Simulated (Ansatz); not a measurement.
Input and command of a plane-wave DFT calculation in Ansatz:

```yaml
crystal:
  lattice:
    - [0.0, 2.127, 3.39822]
    - [1.228, 0.0, 3.39822]
    - [1.228, 2.127, 0.0]
  atoms:
    - { symbol: C, position: [0.16667, 0.83333, 0.16667] }
    - { symbol: C, position: [0.83333, 0.16667, 0.83333] }
basis:
  ecutwfc: 420
kpoints:
  mp_grid: { grid: [14, 14, 14] }
hamiltonian:
  xc: lda
scf:
  occupations: { method: gaussian, width: 0.05 }
output:
  forces: true
  stress: true
  eigenvalues: true
```

```bash
ansatz run input.yaml --threads 1 --pin off --max-ram 2560MiB --backend cpu --events-out ev --progress --plain --runs-dir out
```

Processor: Oxide Virtual Turin-like Processor (Zen 5), 1 thread, on a host shared with other jobs.

Question: How long does it run, and how much memory does it take?

Answer: About 2.5 s on 1 thread of Oxide Virtual Turin-like Processor (Zen 5), with other jobs on the host, peak memory 0.38 GiB. It solves 8 bands at 428 k points (the mesh reduced by the symmetry that the task leaves, which can be less than the crystal's) with about 333 plane waves, in 6 SCF iterations.
